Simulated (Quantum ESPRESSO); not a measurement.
pw.x input (Quantum ESPRESSO 7.5; LDA, PseudoDojo standard norm-conserving files, scalar-relativistic):

```
&CONTROL
  calculation = 'scf'
  pseudo_dir = './pseudo'
  outdir = './out'
  tprnfor = .true.
  tstress = .true.
/
&SYSTEM
  ibrav = 0
  nat = 2
  ntyp = 2
  ecutwfc = 70.0
  ecutrho = 280.0
  occupations = 'smearing'
  smearing = 'fd'
  degauss = 0.002
  nbnd = 18
/
&ELECTRONS
  conv_thr = 2e-10
/
ATOMIC_SPECIES
In 114.8180 In.upf
Bi 208.9804 Bi.upf
CELL_PARAMETERS angstrom
  0.000000000000   3.321459951000   3.321459951000
  3.321459951000   0.000000000000   3.321459951000
  3.321459951000   3.321459951000   0.000000000000
ATOMIC_POSITIONS crystal
In   0.000000000000   0.000000000000   0.000000000000
Bi   0.750000000000   0.750000000000   0.750000000000
K_POINTS automatic
8 8 8 0 0 0
```

End of the output:

```
     total energy              =    -295.83965583 Ry
     estimated scf accuracy    <       0.00000055 Ry
     total energy              =    -295.83965590 Ry
     estimated scf accuracy    <       0.00000002 Ry
     total energy              =    -295.83965591 Ry
     estimated scf accuracy    <          1.2E-09 Ry
[...]
     the Fermi energy is     7.3383 ev
!    total energy              =    -295.83965591 Ry
     estimated scf accuracy    <          4.1E-11 Ry
     smearing contrib. (-TS)   =      -0.00011547 Ry
     internal energy E=F+TS    =    -295.83954043 Ry
     The total energy is F=E-TS. E is the sum of the following terms:
     one-electron contribution =    -123.81443185 Ry
     hartree contribution      =      78.54319565 Ry
     xc contribution           =     -81.75286872 Ry
     ewald contribution        =    -168.81543551 Ry
     convergence has been achieved in   8 iterations
     Forces acting on atoms (cartesian axes, Ry/au):
     atom    1 type  1   force =     0.00000000    0.00000000    0.00000000
     atom    2 type  2   force =    -0.00000000   -0.00000000   -0.00000000
     Total force =     0.000000     Total SCF correction =     0.000000
     Computing stress (Cartesian axis) and pressure
          total   stress  (Ry/bohr**3)                   (kbar)     P=       -0.41
  -0.00000280  -0.00000000  -0.00000000           -0.41       -0.00       -0.00
  -0.00000000  -0.00000280  -0.00000000           -0.00       -0.41       -0.00
  -0.00000000  -0.00000000  -0.00000280           -0.00       -0.00       -0.41
```

Spin-orbit coupling is not included.

Geometry relaxed with LDA.
